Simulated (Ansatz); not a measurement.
Input file for Ansatz (a first-principles code):

Ansatz 0.2 input:
```yaml
crystal:
  lattice:
    - [4.1232823855, 0.0, 0.0]
    - [-2.0616411927, 3.5708672928, 0.0]
    - [0.0, 0.0, 6.672002251]
  atoms:
    - { symbol: Cd, position: [0.3333333333, 0.6666666667, 0.0068586372] }
    - { symbol: S, position: [0.3333333333, 0.6666666667, 0.3914800721] }
    - { symbol: Mg, position: [0.6666666667, 0.3333333333, 0.5005453103] }
    - { symbol: S, position: [0.6666666667, 0.3333333333, 0.8711159804] }
kpoints:
  mp_grid: { grid: [6, 6, 4] }
  band_path:
    path:
      - [[0.0, 0.0, 0.0], [0.5, 0.0, 0.0], [0.3333333333, 0.3333333333, 0.0], [0.0, 0.0, 0.0], [0.0, 0.0, 0.5], [0.5, 0.0, 0.5], [0.3333333333, 0.3333333333, 0.5], [0.0, 0.0, 0.5]]  # Γ-M-K-Γ-A-L-H-A
      - [[0.5, 0.0, 0.5], [0.5, 0.0, 0.0]]  # L-M
      - [[0.3333333333, 0.3333333333, 0.5], [0.3333333333, 0.3333333333, 0.0]]  # H-K
      - [VBM, CBM]
    npoints: 8
basis: { xc_grid: 2 }
hamiltonian:
  xc: pbe
  pseudopotentials: { azcp: { folder: ./paw }, kind: paw_fr }
magnetization: { noncollinear: true, spin_orbit: true }
scf:
  n_extra_bands: 12
  convergence: { dr2_threshold: 0.0000000001 }
  occupations: { method: gaussian, width: 0.01 }
checkpoint: { write: soc.run }
output: { eigenvalues: true }
```

Output (shortened):

```
Pseudopotentials: kind: paw_fr
Pseudopotential: Cd, paw, valence charge 20
Pseudopotential: S, paw, valence charge 6
Pseudopotential: Mg, paw, valence charge 10
Functional definition: PBE
non-collinear run that drives no moment, with spin-orbit …
Crystal: 4 atoms, lattice volume = 98.237 Å³
Basis set: ecut = 420 eV, 1907 PW (Γ), exchange–correlation on 60×60×90 points (8 copies of the dense FFT grid, shifted against one another)
Bands: 54, of which v1, the nominal top of the filled ones, is band 42 counted from 1 (41 counted from 0)
Symmetry: 6 space group operations + 6 with time reversal
k-points: 24 of 144 (time reversal used)
Projection manifold: j_resolved (fully-relativistic pseudo-atomic orbitals)
Initial density: superposition of atomic densities (chi_scale 0.1, normalization cell, long waves kept (reshape's long-wave potential 0.03 eV rms))
Initial wavefunctions: pseudopotential atomic-orbital guess
Eigensolver: davidson
Functional: x = pbe(κ = 0.804, μ = 0.2195149727645171), c = pbe(β = 0.06672455060314922)
SCF iter   1: F=—  HF=-11989.546044 eV  |F-HF|=—  |Δ(HF+E_count)|=         —  Δρ=3.31e-2  dr2=1.06e0  dr2_m=0.00e0 (ungated)  ethr=3.10e-3  |M|=0.00e0 ∫|m|=0.00e0 μB  |m|>n=0.0e0 m-floor=0.0e0 τ_xc=0.0e0  β_m=0.30  ⟨swp⟩=9.4  Hψ=6916  notcnv=0  defer=7
all-band conjugate gradients solve this SCF's bands
preconditioner: auto → Resta (q_TF=auto, 2.368 Å⁻¹)
spin=Noncollinear: Resta preconditioning applied to the charge; magnetization (m_x, m_y, m_z) channels mix plain (no charge-response kernel on spin).
SCF iter   2: F=—  HF=-11989.392593 eV  |F-HF|=—  |Δ(HF+E_count)|=   1.53e-1  Δρ=2.22e-2  dr2=4.89e-1  dr2_m=0.00e0 (ungated)  ethr=2.53e-3  |M|=0.00e0 ∫|m|=0.00e0 μB  |m|>n=0.0e0 m-floor=0.0e0 τ_xc=0.0e0  β_m=0.58  ⟨swp⟩=1.9  Hψ=1580  notcnv=0  defer=84
SCF iter   3: F=—  HF=-11989.341311 eV  |F-HF|=—  |Δ(HF+E_count)|=   5.13e-2  Δρ=4.97e-3  dr2=2.83e-2  dr2_m=0.00e0 (ungated)  ethr=1.16e-3  |M|=0.00e0 ∫|m|=0.00e0 μB  |m|>n=0.0e0 m-floor=0.0e0 τ_xc=0.0e0  β_m=0.71  ⟨swp⟩=3.1  Hψ=2073  notcnv=0  defer=152
SCF iter   4: F=—  HF=-11989.351059 eV  |F-HF|=—  |Δ(HF+E_count)|=   9.75e-3  Δρ=1.14e-3  dr2=1.76e-3  dr2_m=0.00e0 (ungated)  ethr=6.73e-5  |M|=0.00e0 ∫|m|=0.00e0 μB  |m|>n=0.0e0 m-floor=0.0e0 τ_xc=0.0e0  β_m=0.80  ⟨swp⟩=2.6  Hψ=1681  notcnv=0  defer=150
SCF iter   5: F=—  HF=-11989.353293 eV  |F-HF|=—  |Δ(HF+E_count)|=   2.23e-3  Δρ=4.43e-4  dr2=2.33e-4  dr2_m=0.00e0 (ungated)  ethr=4.20e-6  |M|=0.00e0 ∫|m|=0.00e0 μB  |m|>n=0.0e0 m-floor=0.0e0 τ_xc=0.0e0  β_m=0.90  ⟨swp⟩=3.2  Hψ=2106  notcnv=0  defer=150
SCF iter   6: F=—  HF=-11989.353828 eV  |F-HF|=—  |Δ(HF+E_count)|=   5.35e-4  Δρ=1.03e-4  dr2=1.08e-5  dr2_m=0.00e0 (ungated)  ethr=5.56e-7  |M|=0.00e0 ∫|m|=0.00e0 μB  |m|>n=0.0e0 m-floor=0.0e0 τ_xc=0.0e0  β_m=0.92  ⟨swp⟩=2.3  Hψ=1990  notcnv=0  defer=150
SCF iter   7: F=—  HF=-11989.353861 eV  |F-HF|=—  |Δ(HF+E_count)|=   3.28e-5  Δρ=2.87e-5  dr2=1.13e-6  dr2_m=0.00e0 (ungated)  ethr=2.58e-8  |M|=0.00e0 ∫|m|=0.00e0 μB  |m|>n=0.0e0 m-floor=0.0e0 τ_xc=0.0e0  β_m=0.96  ⟨swp⟩=2.0  Hψ=2186  notcnv=0  defer=150
SCF iter   8: F=—  HF=-11989.353886 eV  |F-HF|=—  |Δ(HF+E_count)|=   2.49e-5  Δρ=7.39e-6  dr2=7.73e-8  dr2_m=0.00e0 (ungated)  ethr=2.69e-9  |M|=0.00e0 ∫|m|=0.00e0 μB  |m|>n=0.0e0 m-floor=0.0e0 τ_xc=0.0e0  β_m=0.98  ⟨swp⟩=2.0  Hψ=1911  notcnv=0  defer=150
SCF iter  11: F=-11989.353886 eV  HF=-11989.353886 eV  |F-HF|=1.64e-11  |Δ(HF+E_count)|=  6.46e-10  Δρ=2.73e-7  dr2=7.67e-11  dr2_m=0.00e0 (ungated)  ethr=1.00e-12  |M|=0.00e0 ∫|m|=0.00e0 μB  |m|>n=0.0e0 m-floor=0.0e0 τ_xc=0.0e0  ⟨swp⟩=9.5  Hψ=5558  notcnv=0
SCF 1 converged in 11 iterations: F = -11989.353886 eV  dr2 = 7.67e-11
NSCF: frozen V_eff on 34 k-points
NSCF: frozen V_eff on 34 k-points
NSCF: frozen V_eff on 18 k-points
NSCF: frozen V_eff on 4 k-points
NSCF: frozen V_eff on 4 k-points
NSCF: frozen V_eff on 4 k-points
NSCF: frozen V_eff on 6 k-points
NSCF: frozen V_eff on 9 k-points
NSCF: frozen V_eff on 84 k-points
SCF converged after 11 iterations
Magnetization: |M| = 0.0000 μB,  M = (+0.0000, +0.0000, +0.0000) μB
Absolute magnetization: 0.0000 μB (∫|m|)
  site 0: m = (+0.0000, +0.0000, +0.0000) μB, |m| = 0.0000 μB  (R = 1.05 Å)
  site 1: m = (+0.0000, +0.0000, +0.0000) μB, |m| = 0.0000 μB  (R = 1.03 Å)
  site 2: m = (+0.0000, +0.0000, +0.0000) μB, |m| = 0.0000 μB  (R = 1.02 Å)
  site 3: m = (+0.0000, +0.0000, +0.0000) μB, |m| = 0.0000 μB  (R = 1.02 Å)
Free energy (F): -11989.353886 eV
Harris-Foulkes:  -11989.353886 eV  (|F-HF|=1.64e-11)
Internal energy: -11989.353886 eV  (E = F + TS)
E sigma→0 (E₀):  -11989.353886 eV
Fermi energy:    5.873238 eV
--- Per-component energies (eV) ---
  E_band       = -903.665728
  E_kinetic    = 721.104813
  E_local      = -6347.845138  (includes V_loc(G=0)·N_el)
  E_nonlocal   = 383.966759
  E_hartree    = 2677.465487
  E_xc         = -361.201426
  E_vxc        = -395.987058  (∫ρ·V_xc dr)
  E_paw        = -5619.443009  (= ΣΔE_a)
  E_vpaw       = -619.835958  (= ΣTr[D̂ρ^β])
  E_aug_tail   = 0.000184  (compensation charges beyond the density's cutoff)
  E_ewald      = -3443.401556
  E_smearing   =  0.000000  (= −TS)
  E_closure    =  0.000000  (closes the sum)
  Σ components = -11989.353886   (vs F -11989.353886, Δ=0.00e0)
  [band-id]    e_kinetic+e_local+e_nonlocal+2·e_hartree+e_vxc+e_vpaw+e_augmentation_tail = -903.665423   (vs E_band -903.665728, Δ=3.05e-4)
--- Band table (eV; the first three rows and the last of 24) ---
  k-point 0: bands = ["-96.0988", "-96.0988", "-69.6065", "-69.6065", "-61.2118", "-61.2118", "-55.3965", "-55.3965", "-55.3936", "-55.3936", "-36.5540", "-36.5540", "-36.2685", "-36.2685", "-36.2634", "-36.2634", "-6.9661", "-6.9661", "-6.4154", "-6.4154", "-2.7308", "-2.7308", "-2.5355", "-2.5355", "-2.1045", "-2.1045", "-1.8677", "-1.8677", "-1.8104", "-1.8104", "1.0987", "1.0987", "3.9185", "3.9185", "3.9749", "3.9749", "4.7027", "4.7027", "4.8927", "4.8927", "4.9229", "4.9229", "6.8236", "6.8236", "8.6481", "8.6481", "11.6438", "11.6438", "11.8095", "11.8095", "12.0187", "12.0187", "12.6205", "12.6205"]
  k-point 1: bands = ["-96.0988", "-96.0988", "-69.6065", "-69.6065", "-61.2118", "-61.2118", "-55.3964", "-55.3964", "-55.3936", "-55.3936", "-36.5540", "-36.5540", "-36.2685", "-36.2685", "-36.2634", "-36.2634", "-6.8991", "-6.8991", "-6.4883", "-6.4883", "-2.7310", "-2.7308", "-2.5626", "-2.5626", "-2.1202", "-2.1202", "-1.8687", "-1.8684", "-1.8539", "-1.8539", "1.5005", "1.5005", "3.9534", "3.9534", "3.9692", "3.9692", "4.0163", "4.0206", "4.8382", "4.8382", "4.8711", "4.8762", "7.5269", "7.5269", "8.7764", "8.7764", "11.4823", "11.4823", "11.7235", "11.7235", "11.8029", "11.8046", "12.3872", "12.3872"]
  k-point 2: bands = ["-96.0988", "-96.0988", "-69.6065", "-69.6065", "-61.2118", "-61.2118", "-55.3964", "-55.3964", "-55.3936", "-55.3936", "-36.5540", "-36.5540", "-36.2685", "-36.2685", "-36.2634", "-36.2634", "-6.7888", "-6.7888", "-6.6046", "-6.6046", "-2.7310", "-2.7310", "-2.5919", "-2.5919", "-2.1368", "-2.1368", "-1.8855", "-1.8855", "-1.8694", "-1.8694", "2.1560", "2.1560", "3.1044", "3.1044", "4.0093", "4.0093", "4.0675", "4.0675", "4.7830", "4.7830", "4.8188", "4.8188", "8.1385", "8.1385", "8.9480", "8.9480", "11.0685", "11.0685", "11.7419", "11.7419", "11.8740", "11.8740", "12.0329", "12.0329"]
  k-point 23: bands = ["-96.0987", "-96.0987", "-69.6065", "-69.6065", "-61.2120", "-61.2119", "-55.3969", "-55.3968", "-55.3937", "-55.3937", "-36.5547", "-36.5545", "-36.2688", "-36.2687", "-36.2645", "-36.2642", "-6.4532", "-6.4507", "-6.1993", "-6.1987", "-2.6029", "-2.5724", "-2.4517", "-2.3144", "-1.9566", "-1.9356", "-1.8563", "-1.8081", "-1.5633", "-1.4447", "1.1309", "1.1519", "1.8603", "1.8877", "2.5431", "2.5889", "2.8106", "2.8545", "3.8613", "3.8746", "4.0806", "4.0919", "9.2444", "9.2523", "10.1706", "10.2178", "10.6385", "10.6957", "11.2942", "11.2946", "11.8637", "11.8921", "12.3056", "12.3339"]
  band table: 54 of 54 bands, residual norms ≤ 1.0e-3 eV
```

Cost: about 3 core-minutes (a rough figure) on shared cores.

Space group P3m1. The start of the workflow was typed in or built on a structure type; neither database checked (COD, Materials Project) lists it. Whether it is the stable phase at ambient conditions was not checked. Symmetry was held in the PBE relaxation; its stability against distortions is not shown here. The volume moved by 27 % from the start of the relaxation.

Potentials: the earlier of the program's two PAW sets.

Ansatz is a plane-wave DFT program.
